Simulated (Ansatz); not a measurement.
Data:

HfB₂ in space group P6/mmm (No. 191; Hf on 1a, B on 2d), a = b = 3.127 Å, c = 3.447 Å, α = β = 90.00°, γ = 120.00°.

This is the PBEsol-relaxed structure.

Problem. All from the program Ansatz at the PBEsol level (PAW), unless another level is named. Predict the formation energy from the elements (no fitted shifts).

Solution. -1.08 eV/atom.

Problem. Give the density of states at the Fermi level.

Solution. 0.09 states/eV per atom (mean over ±0.08 eV).

Problem. Give the gap with spin–orbit coupling.

Solution. none (metallic).

Symmetry was held in the PBEsol relaxation; of distortions, only those at the zone centre were tested. No spin polarisation was allowed. The references are the lowest solids computed at this level, not always the standard phases. Scalar-relativistic: spin–orbit coupling is off unless named, which matters more the heavier the elements.

Potentials: the later of the program's two PAW sets.
